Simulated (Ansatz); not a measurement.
# KRb₂BrF₆: relaxation (Ansatz)

The input file (Ansatz 0.2.0, plane waves):

```yaml
crystal:
  lattice:
    - [0.0, 4.73183, 4.73183]
    - [4.73183, 0.0, 4.73183]
    - [4.73183, 4.73183, 0.0]
  atoms:
    - { symbol: F, position: [0.765, 0.235, 0.235] }
    - { symbol: F, position: [0.235, 0.765, 0.235] }
    - { symbol: F, position: [0.235, 0.765, 0.765] }
    - { symbol: F, position: [0.765, 0.235, 0.765] }
    - { symbol: F, position: [0.235, 0.235, 0.765] }
    - { symbol: F, position: [0.765, 0.765, 0.235] }
    - { symbol: K, position: [0.5, 0.5, 0.5] }
    - { symbol: Rb, position: [0.25, 0.25, 0.25] }
    - { symbol: Rb, position: [0.75, 0.75, 0.75] }
    - { symbol: Br, position: [0.0, 0.0, 0.0] }
  symmetry: { tolerance: 0.0003 }
kpoints:
  mp_grid: { grid: [6, 6, 6], shift: [0, 0, 0] }
magnetization:
  spin_polarized: false
scf:
  occupations: { method: fermi_dirac }
  lower_state_search: "off"
hamiltonian:
  pseudopotentials: { kind: paw }
  xc: r2scan
basis:
  ecutwfc: 500
  fft_grid_basis: typed
relax:
  max_steps: 60
  cell: { p_target: 0.0 }
output:
  forces: true
  stress: true
  eigenvalues: true
  bader: true
  populations: true
  elf: true
  write_potential: true
  volumetric_format: npy
  dos:
    e_range: [-12, 8]
    de: 0.05
    projected: { site_lists: { Br: [Br], F: [F], K: [K], Rb: [Rb] } }
checkpoint:
  read: saved_state
```

Run with:

```bash
ansatz run input.yaml --threads 2 --pin off --max-ram 2560MiB --backend cpu --events-out ev --progress --plain --runs-dir out
```

Origin of the cell: a known structure type with other elements, at an estimated volume, so it need not be a known compound.

The smearing width isn't typed, so it takes its default of 0.1 eV.

The saved state is a converged single point of the same cell.

Steps («new basis» is an SCF on plane waves selected anew at the same cell):

| step | ΔF (meV/atom) | max force component (eV/Å) | P (GPa) | volume (Å³) | SCF iterations | step was |
| --- | --- | --- | --- | --- | --- | --- |
| 1 | 0.0 | 0.171 | -1.86 | 211.89 | 8 | accepted |
| 2 | -7.2 | 0.040 | -0.46 | 202.61 | 8 | accepted |
| 3 | -7.7 | 0.004 | 0.06 | 199.74 | 7 | accepted |
| 4 | -7.7 | 0.000 | 0.00 | 200.10 | 7 | accepted |
| 5 | -7.1 | 0.000 | 0.02 | 200.10 | 9 | new basis |

Before:

Space group Fm-3m (No. 225); the run's cell has a = 6.692 Å, b = 6.692 Å, c = 6.692 Å, α = 60.00°, β = 60.00°, γ = 60.00°. Shortest distances: Br–F 2.22 Å, F–K 2.51 Å, F–F 3.15 Å, F–Rb 3.35 Å.

The relaxed structure.

Space group Fm-3m (No. 225); the run's cell has a = 6.565 Å, b = 6.565 Å, c = 6.565 Å, α = 60.00°, β = 60.00°, γ = 60.00°. Shortest distances: Br–F 2.18 Å, F–K 2.46 Å, F–F 3.09 Å, F–Rb 3.29 Å.

```xyz
10
Lattice="0.0000 4.6423 4.6423 4.6423 0.0000 4.6423 4.6423 4.6423 0.0000" Properties=species:S:1:pos:R:3 pbc="T T T"
F     2.1836    4.6423    4.6423
F     4.6423    2.1836    4.6423
F     7.1011    4.6423    4.6423
F     4.6423    7.1011    4.6423
F     4.6423    4.6423    2.1836
F     4.6423    4.6423    7.1011
K     4.6423    4.6423    4.6423
Rb    2.3212    2.3212    2.3212
Rb    6.9635    6.9635    6.9635
Br    0.0000    0.0000    0.0000
```

```yaml
Free_energy_lowered_by: 7.1 meV/atom
Volume_change: -5.57 %
Final_pressure: 0.02 GPa
Relaxation_steps_listed: 5
Formation_energy_elements_under_the_same_functional_gases_as_molecules_uncorrected: -1.853 eV/atom
```

Caveats: no spin, though holes on the anions or broken bonds may carry moments; the relaxation held the start's symmetry, so the end may be a saddle point.

Time: 3.1 min on 2 threads of Arm Neoverse N1, on a shared host, peak memory 1.1 GiB, from a saved density.
